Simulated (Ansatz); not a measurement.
**Mg3SnO: computed property card**

Mg$_{3}$SnO:
```yaml
crystal:
  lattice:
    - [4.34806, 0.00000, 0.00000]
    - [0.00000, 4.34806, 0.00000]
    - [0.00000, 0.00000, 4.34806]
  atoms:
    - { symbol: Sn, position: [0.00000, 0.00000, 0.00000] }
    - { symbol: O, position: [0.50000, 0.50000, 0.50000] }
    - { symbol: Mg, position: [0.50000, 0.50000, 0.00000] }
    - { symbol: Mg, position: [0.50000, 0.00000, 0.50000] }
    - { symbol: Mg, position: [0.00000, 0.50000, 0.50000] }
```

Space group Pm-3m (No. 221), anti-perovskite; conventional cell a = 4.348 Å, b = 4.348 Å, c = 4.348 Å, α = 90.00°, β = 90.00°, γ = 90.00°.

Method: plane-wave PAW PBEsol (Ansatz code). Geometry: relaxed at this level of theory. Other levels are named where they apply.

### Cell and energy

Volume per atom: 16.44 Å³
Density: 4.19 g/cm³
Formation energy from the elements (no fitted shifts): -1073 meV/atom

### Electronic structure

- Electronic character = metallic (no gap)
- Density of states at the Fermi level = 0.10 states/eV per atom (mean over ±0.08 eV)
- Gap with spin–orbit coupling = none (metallic)

### Mechanics

Bulk modulus (Birch–Murnaghan fit): 73.6 GPa
Pressure derivative B′: 4.0
Elastic constants (relaxed ions, GPa): C11 = 126, C12 = 47.7, C44 = 52.9
Mechanical stability: stable (all eigenvalues of C positive)
Hill bulk and shear moduli: 73.7 and 46.8 GPa
Young's modulus: 116 GPa
Poisson's ratio: 0.24
Debye temperature from the elastic constants: 434 K

### Phonons

- Highest zone-centre frequency: 318 cm^-1
- Zone-centre stability: no imaginary mode at Γ

The start of the workflow was typed in or built on a structure type; neither database checked (COD, Materials Project) lists it. Its standing as an ambient phase is unchecked. The cell was relaxed with PBEsol under the symmetry of its start. As this level gives no gap, shear constants depend on the k-mesh and smearing (Fermi–Dirac, 0.1 eV here). As this level gives no gap, phonon frequencies hold no LO–TO term and depend on the k-mesh and smearing (Fermi–Dirac, 0.1 eV here). The references are the lowest solids computed at this level, not always the standard phases (solids in place of the gases). Scalar-relativistic: spin–orbit coupling is off unless named, which matters more the heavier the elements.

Potentials: the later of the program's two PAW sets.
